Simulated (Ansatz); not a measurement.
**zincblende-structured OsSe**

Method: PBE, scalar-relativistic; collinear spin; PAW, 420 eV, Γ-centred 10×10×10 mesh, 0.05 eV Gaussian smearing; code Ansatz; PAW files: Ansatz's generated set soft_2.

```cif
data_structure
_symmetry_space_group_name_H-M 'F-43m'
_symmetry_Int_Tables_number 216
_cell_length_a 5.5093
_cell_length_b 5.5093
_cell_length_c 5.5093
_cell_angle_alpha 90.000
_cell_angle_beta 90.000
_cell_angle_gamma 90.000
_cell_volume 167.22
loop_
_atom_site_label
_atom_site_type_symbol
_atom_site_symmetry_multiplicity
_atom_site_Wyckoff_symbol
_atom_site_fract_x
_atom_site_fract_y
_atom_site_fract_z
_atom_site_occupancy
Os1 Os 4 a 0.00000 0.00000 0.00000 1
Se1 Se 4 d 0.25000 0.25000 0.75000 1
```

This is a trial structure made by placing the elements on a prototype's sites, so it needn't be the stable form.

Magnetic state: non-magnetic, site spin moments none.

The cell above was scaled in volume, its shape and atoms being fixed by the lattice's symmetry. Energies are counted from the cell above.

Cell and atoms are those of this level's equilibrium.

```
V (Å³/atom)  ΔE (meV/atom)  P from the stress (GPa)
     19.753          31.77                     9.28
     20.066          16.41                     6.46
     20.484           4.05                     3.08
     20.902           0.00                     0.07
     21.320           3.34                    -2.60
     21.738          13.24                    -4.96
     22.366          38.79                    -8.02
     22.993          75.27                   -10.55
```

**Question.** Do the energies and the pressures agree? Compare −ΔE/ΔV between neighbouring points (1 meV/Å³ = 0.1602 GPa) with the mean of their pressures.

**Answer.** 
```csv
interval (Å³/atom),−ΔE/ΔV (GPa),mean P (GPa)
19.75 to 20.07,7.8,7.9
20.07 to 20.48,4.7,4.8
20.48 to 20.90,1.6,1.6
20.90 to 21.32,-1.3,-1.3
21.32 to 21.74,-3.8,-3.8
21.74 to 22.37,-6.5,-6.5
22.37 to 22.99,-9.3,-9.3
```
They differ by 0.04 GPa at most.

**Question.** What do the two routes give for V0, B0 and B0′?

**Answer.** A third-order Birch–Murnaghan fit of the energies: V0 = 20.91 Å³/atom, B0 = 141 GPa, B0′ = 5.0. A polynomial of P in ln V, with B = −dP/d ln V at P = 0: V0 = 20.91 Å³/atom, B0 = 141 GPa, B0′ = 5.0.

B0·V0 = 141.0 GPa × 20.91 Å³ = 18.40 eV/atom sets the scale: near the minimum ΔE ≈ ½ B0 V0 x², with x = V/V0 − 1, and a pressure of 1.4 GPa squeezes the volume by about 1 %. At the ends of the curve: x = −5.6 % predicts 28.4 meV/atom and the run gives 31.8; x = +9.9 % predicts 90.9 meV/atom and the run gives 75.3. Compression costs more and expansion less than the parabola says, since the crystal stiffens as it shrinks; B0′ measures that.

These numbers lack spin–orbit coupling. The run is a metal.
